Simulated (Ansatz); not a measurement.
GaN:
```cif
data_Ga4N4
_chemical_formula_sum 'Ga4 N4'
_space_group_name_H-M_alt 'P63mc'
_space_group_IT_number 186
_space_group_name_Hall 'P 6c -2c'
_cell_length_a 3.21712
_cell_length_b 3.21712
_cell_length_c 10.49533
_cell_angle_alpha 90.000
_cell_angle_beta 90.000
_cell_angle_gamma 120.000
loop_
_atom_site_label
_atom_site_type_symbol
_atom_site_symmetry_multiplicity
_atom_site_Wyckoff_symbol
_atom_site_fract_x
_atom_site_fract_y
_atom_site_fract_z
_atom_site_occupancy
Ga1 Ga 2 a 0.00000 0.00000 0.00051 1
Ga2 Ga 2 b 0.33333 0.66667 0.25022 1
N1 N 2 a 0.00000 0.00000 0.31252 1
N2 N 2 b 0.33333 0.66667 0.06238 1
```

Relaxed with PBE.

Q: Decompose the optical modes at the zone centre into irreducible representations, and say which are infrared and Raman allowed.

A: Point group 6mm: Γ_opt = 3A1 + 4B1 + 3E1 + 4E2. Infrared: A1, E1. Raman: A1, E1, E2.

Q: Assign frequencies (DFPT, plane-wave PAW PBE (Ansatz code); without the LO–TO term).

A: E2 101, E2 104, E1 135, B1 225, B1 227, A1 322, A1 509, E1 520, E2 524, E2 533, E1 535, A1 657, B1 676, B1 677 cm⁻¹.

Subscripts of B labels follow the axes of the standard setting.

Space group P6_3mc. The cell is a constructed one: a structure type filled with these elements. Its sites differ from those of the usual phase in this space group: another stacking or structure type. Symmetry was held in the PBE relaxation; phonons on a q-mesh show no instability.

Potentials: the later of the program's two PAW sets.
